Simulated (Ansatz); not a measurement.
Values for one crystal, relaxed and computed with plane-wave PAW r²SCAN (Ansatz code); other levels are named.

```yaml
volume_per_atom: 12.89 Å³
electronic_character: metallic (no gap)
Formation energy from the elements (no fitted shifts): -18 kJ/mol of atoms
Density of states at the Fermi level: 0.48 states/eV per atom (mean over ±0.08 eV)
```

Which compound is it?
A) CeSi3Os, I4mm (Ce on 2a, Si on 2a, Si on 4b, Os on 2a)
B) EuGe3Pd, I4mm (Eu on 2a, Ge on 4b, Ge on 2a, Pd on 2a)
C) Ta2H, C222 (Ta on 4k, H on 2a)
D) LaFe2P2, I4/mmm (La on 2a, Fe on 4d, P on 4e)

C, Ta2H, C222 (Ta on 4k, H on 2a)

The workflow started from a Materials Project entry (that database holds measured and hypothetical structures alike); the Crystallography Open Database copy checked does not list it. Its standing as an ambient phase is unchecked. Symmetry was held in the r²SCAN relaxation; whether a distortion lowers the energy is not shown. No spin polarisation was allowed. The references are the lowest solids computed at this level, not always the standard phases (solids in place of the gases). Spin–orbit coupling is left out wherever it is not named.

Potentials: the later of the program's two PAW sets.
